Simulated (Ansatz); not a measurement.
**How the functional moves the response of Rh (Fm-3m) (PBEsol, LDA)**

```yaml
crystal:
  lattice:
    - [0.00000, 1.89079, 1.89079]
    - [1.89079, 0.00000, 1.89079]
    - [1.89079, 1.89079, 0.00000]
  atoms:
    - { symbol: Rh, position: [0.00000, 0.00000, 0.00000] }
```

This cell (13.52 Å³ an atom) was relaxed by PAW under PBEsol, and each functional gets its own cell relaxed so. Quantity: elastic moduli (Hill averages, relaxed ions; θ_D from sound speeds over directions).

Runs: (1) PBEsol, PAW on Ansatz 0.2.0's default frozen-core files (fitted under PBE), scalar-relativistic; k mesh 28×28×28, strains of ±0.005, Fermi-Dirac smearing of 0.100 eV, cutoff 420 eV. (2) LDA, PAW on Ansatz 0.2.0's default frozen-core files (fitted under PBE), scalar-relativistic; k mesh 24×24×24, strains of ±0.005, Fermi-Dirac smearing of 0.080 eV, cutoff 420 eV.

Under PBEsol: B = 293 GPa, G = 172 GPa, C11 = 465 GPa, C44 = 209 GPa, ν = 0.255, θ_D = 510 K.

Question: Which way does LDA move the volume, and by how much?

Answer: a = 3.755 Å, 13.23 Å³ an atom: 2.1 % smaller.

Question: What does LDA give for these quantities?

Answer: 

```tsv
quantity	PBEsol	LDA	change
B	293 GPa	316 GPa	+8 %
G	172 GPa	184 GPa	+7 %
C11	465 GPa	500 GPa	+8 %
C44	209 GPa	223 GPa	+7 %
ν	0.255	0.257	under 1 %
θ_D	510 K	525 K	+3 %
```

Limits of these numbers: frozen-core PAW files fitted under PBE, their cores solved anew for the functional of the run; responses of metals move with mesh and smearing.
